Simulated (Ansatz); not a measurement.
Relaxed-ion elastic tensor of CuI (zinc blende, F-43m) in GPa (Voigt order), PBE (plane waves, PAW; program Ansatz); density 5.63 g/cm³, 28.08 Å³ per atom.

```
      1     2     3     4     5     6
-  ----  ----  ----  ----  ----  ----
1  50.8  33.1  33.1   0.0   0.0   0.0
2  33.1  50.8  33.1   0.0   0.0   0.0
3  33.1  33.1  50.8   0.0   0.0   0.0
4   0.0   0.0   0.0  21.7   0.0   0.0
5   0.0   0.0   0.0   0.0  21.7   0.0
6   0.0   0.0   0.0   0.0   0.0  21.7
```

Is the crystal mechanically stable?

Yes: the smallest eigenvalue of C is 17.8 GPa.

Work out the Voigt, Reuss and Hill averages.

K_V = 39.0, K_R = 39.0, K_H = 39.0; G_V = 16.6, G_R = 13.8, G_H = 15.2 GPa.

Give Young's modulus, Poisson's ratio, Pugh's ratio and the universal anisotropy index.

E = 9KG/(3K + G) = 40.3 GPa; ν = 0.33; K/G = 2.57 (ductile by the Pugh limit of 1.75); A_U = 5G_V/G_R + K_V/K_R − 6 = 1.03.

Estimate the sound speeds and the Debye temperature.

v_l = √((K + 4G/3)/ρ) = 3240 m/s, v_t = √(G/ρ) = 1640 m/s, mean 1840 m/s; Θ = (h/k)(3n/4πV)^(1/3) v_m = 180 K.

Give the Zener ratio and Young's modulus along [100], [110] and [111].

A = 2C44/(C11 − C12) = 2.45; 1/E = S11 − 2(S11 − S12 − S44/2)Γ with Γ = 0, 1/4, 1/3 gives 24.8, 42.1, 55.0 GPa.

Solve the Christoffel equation for the three sound speeds along [100], [110], [111].

Eigenvalues of C_ijkl n_j n_l equal ρv² (piezoelectric stiffening left out). In km/s, slowest first: [100] 1.96, 1.96, 3.00; [110] 1.26, 1.96, 3.36; [111] 1.53, 1.53, 3.47.

The cell was relaxed with PBE under the symmetry of its start; phonons on a q-mesh show no instability. No spin polarisation was allowed. Scalar-relativistic: spin–orbit coupling is off unless named, which matters more the heavier the elements.

Potentials: the later of the program's two PAW sets.
